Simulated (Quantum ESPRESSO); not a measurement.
MgAl3N3O, a curve over strain

Simulated, not a measurement. The program is pw.x of Quantum ESPRESSO 7.5 (plane-wave density functional theory). The cell is made up: 8 atoms on a rocksalt lattice, with randomly drawn elements, strain and displacements, not relaxed. PseudoDojo standard norm-conserving files (v0.5 for PBE, v0.4.1 for LDA and PBEsol) set the functional; there is no spin polarisation, spin-orbit coupling or dispersion term, and the masses in the input are unused placeholders.

Seven runs add a strain to one cell (the same linear strain along x, y and z); the atoms follow the cell and are not relaxed. Stress in the table is positive in tension.

Input of the run at -0.0000:

```
&control calculation='scf', pseudo_dir='./dojo.nc.sr.pbe.v0_5.standard.upf', outdir='./o', disk_io='medium', tprnfor=.true., tstress=.true. /
&system ibrav=0, nat=8, ntyp=4, nbnd=26, ecutwfc=84.00895049, nosym=.true., tot_charge=0,
 occupations='smearing', smearing='fd', degauss=0.0018374661
/
&electrons conv_thr=7.350e-09, electron_maxstep=60, /
ATOMIC_SPECIES
Al 1.0 Al.upf
Mg 1.0 Mg.upf
N 1.0 N.upf
O 1.0 O.upf
CELL_PARAMETERS angstrom
4.1553 0.0551 -0.0307
0.0551 4.2224 0.0143
-0.0307 0.0143 4.2753
ATOMIC_POSITIONS angstrom
Mg 0.0616 -0.0927 0.0628
Al 0.0381 2.1531 2.1741
Al 2.2447 0.0439 2.1662
Al 2.1242 2.2058 0.0457
N 2.1737 0.0344 0.0273
O 2.0309 2.3917 2.0999
N 4.1603 0.0723 2.2218
N 4.0338 2.1917 0.0578
K_POINTS automatic
4 4 4 1 1 1
```

| added strain | free energy less that of the input shown (eV) | stress xx (GPa) | stress yy (GPa) | stress zz (GPa) | stress xy (GPa) | pressure (GPa) | next band up at Gamma (eV) | iterations |
| --- | --- | --- | --- | --- | --- | --- | --- | --- |
| -0.0221 | -0.0234 | -13.58 | -7.16 | 1.73 | 7.20 | 6.34 | 2.029 | 11 |
| -0.0152 | -0.0607 | -8.29 | -2.47 | 5.69 | 7.09 | 1.69 | 1.837 | 11 |
| -0.0127 | -0.0641 | -6.48 | -0.86 | 7.04 | 7.04 | 0.10 | 1.770 | 11 |
| -0.0000 | 0.0000 | 1.83 | 6.47 | 13.18 | 6.81 | -7.16 | 1.437 | 11 |
| +0.0024 | 0.0261 | 3.25 | 7.72 | 14.22 | 6.76 | -8.40 | 1.377 | 11 |
| +0.0145 | 0.2210 | 9.72 | 13.41 | 18.92 | 6.54 | -14.02 | 1.085 | 12 |
| +0.0208 | 0.3608 | 12.68 | 16.00 | 21.04 | 6.42 | -16.57 | 0.942 | 12 |

A cubic fit gives a slope of stress xx against the added strain of 600 GPa at zero added strain, with the atoms clamped. Across the table the free energy follows the integral of the stress to within 2.0 meV. A rerun of one of the cells at 1437 eV and a 6 x 6 x 6 mesh moved values by no more than 0.004 eV in energy, 0.02 GPa in stress and 0.005 eV/Å in force. The band column is the level of band 21 at Gamma less that of band 20, whose number is half the electron count, rounded up; it comes from a band step after each run.